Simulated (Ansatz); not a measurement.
## NaHg₂ under pressure: fit and missing row

NaHg₂, P6/mmm, a = 5.092 Å, c = 3.238 Å. The structure is a COD entry; whether it is the stable form wasn't checked. Ansatz: r2SCAN, PAW, 500 eV, Γ-centred 12×12×14 mesh on 3 atoms, Gaussian smearing 0.10 eV; no spin polarisation. Cell and atoms are relaxed at each pressure, and no other structure is tried, so the rows at high pressure may lie past a change of phase.

```
V (Å³/atom) P (GPa)
          ?    60.03
     17.032    29.99
     18.968    15.03
     20.519     7.95
     22.323     2.98
     24.236     0.02
     31.054    -2.97
```

Question: Take V0 = 24.236 Å³/atom, count pressures from its P0 = 0.02 GPa, fit the third-order Birch–Murnaghan form to the other rows, and predict the missing volume.

Answer: With the Eulerian strain f = ½[(V0/V)^(2/3) − 1] and y = (P − P0)/[3f(1 + 2f)^(5/2)], the form is the line y = B0 + 1.5 B0 (B0′ − 4) f. Rows (f, y): 0.13256, 41.9; 0.08875, 37.5; 0.05869, 34.1; 0.02817, 30.5; -0.07616, 19.8. Means f = 0.04640, y = 32.760; Σ(Δf)² = 0.02472, ΣΔfΔy = 2.634; the slope is their ratio. y = 27.82 + 106.6 f GPa, so B0 = 27.8 GPa and B0′ = 4 + 2 × (106.6)/(3 × 27.82) = 6.55. P = 60.03 GPa is met at f = 0.18809 (y = 47.87), so V = V0 (1 + 2f)^(−3/2) = 15.012 Å³/atom. The run gave 14.948 Å³/atom, so the fit is 0.064 Å³/atom too high, within the rms miss on the fitted rows (0.129 Å³/atom). The form still works here, 91 % of the fitted range beyond its end.

The mesh isn't the same in all rows (12×12×14, 12×12×16). Spin–orbit coupling is left out, which can shift energies with elements as heavy as these.